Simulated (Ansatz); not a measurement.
Rb$_{2}$H$_{4}$Pt:
```yaml
crystal:
  lattice:
    - [5.86652, 0.00000, 0.00000]
    - [0.00000, 5.86652, 0.00000]
    - [0.00000, 0.00000, 8.41783]
  atoms:
    - { symbol: Rb, position: [0.00000, 0.50000, 0.25000] }
    - { symbol: Rb, position: [0.00000, 0.50000, 0.75000] }
    - { symbol: Rb, position: [0.50000, 0.00000, 0.25000] }
    - { symbol: Rb, position: [0.50000, 0.00000, 0.75000] }
    - { symbol: H, position: [0.50000, 0.50000, 0.30416] }
    - { symbol: H, position: [0.50000, 0.50000, 0.69584] }
    - { symbol: H, position: [0.00000, 0.00000, 0.80416] }
    - { symbol: H, position: [0.00000, 0.00000, 0.19584] }
    - { symbol: H, position: [0.30119, 0.69881, 0.50000] }
    - { symbol: H, position: [0.69881, 0.30119, 0.50000] }
    - { symbol: H, position: [0.80119, 0.80119, 0.00000] }
    - { symbol: H, position: [0.19881, 0.19881, 0.00000] }
    - { symbol: Pt, position: [0.50000, 0.50000, 0.50000] }
    - { symbol: Pt, position: [0.00000, 0.00000, 0.00000] }
```

Relaxed with r²SCAN. Special points in fractions of this cell's reciprocal vectors: Γ (0.000, 0.000, 0.000); X (0.000, 0.500, 0.000); M (0.500, 0.500, 0.000); Z (0.000, 0.000, 0.500); R (0.000, 0.500, 0.500); A (0.500, 0.500, 0.500).

### Question
List the band energies nearest the valence-band maximum at these points for r²SCAN with spin–orbit coupling in the plane-wave PAW code Ansatz.

### Answer
In eV from the valence-band maximum; about four levels below and three above (degenerate sets whole), none deeper than 8.9 eV; points with the same levels are listed once.

| k | below | above |
|---|---|---|
| Γ | -0.17 -0.17 0.00 0.00 | 3.54 3.54 4.49 4.49 |
| X | -0.05 -0.05 -0.05 -0.05 | 3.63 3.63 3.63 3.63 |
| M | -0.03 -0.03 -0.03 -0.03 | 3.57 3.57 3.57 3.57 |
| Z | -0.07 -0.07 -0.07 -0.07 | 4.39 4.39 4.39 4.39 |
| R | -0.05 -0.05 -0.04 -0.04 | 3.80 3.80 3.98 3.98 |
| A | -0.02 -0.02 -0.02 -0.02 | 3.41 3.41 3.41 3.41 |

Space group P4_2/mnm. The first step of the workflow began from a Materials Project structure, measured or hypothetical; the Crystallography Open Database copy checked does not list it. Its standing as an ambient phase is unchecked. The cell was relaxed with r²SCAN under the symmetry of its start; its stability against distortions is not shown here. No spin polarisation was allowed.

Potentials: the later of the program's two PAW sets.
